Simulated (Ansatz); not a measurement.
Given:

Ti (β-Sn type, space group No. 141), a = b = 4.985 Å, c = 2.810 Å, α = β = γ = 90.00°; the cell used has 2 atoms.

This is the PBE-relaxed structure.

Problem. All from DFT-PBE in the program Ansatz with PAW potentials, unless another level is named. Predict the bulk modulus (Birch–Murnaghan fit).

Solution. 93.1 GPa.

Problem. And the highest zone-centre frequency?

Solution. 289 cm⁻¹.

Space group I4_1/amd (β-Sn type). A made-up cell: these elements were put on the sites of a structure type; neither database checked (COD, Materials Project) lists it. It is not the phase usual at ambient conditions (space group No. 194). The PBE relaxation kept the symmetry of its start. At this level the phase is dynamically unstable (imaginary phonons). The run is not spin-polarised. As this level gives no gap, phonon frequencies hold no LO–TO term and depend on the k-mesh and smearing (Fermi–Dirac, 0.1 eV here). Axis ratios of metals converge slowly with the k-mesh, so a and c are less sure than the volume.

Potentials: the later of the program's two PAW sets.
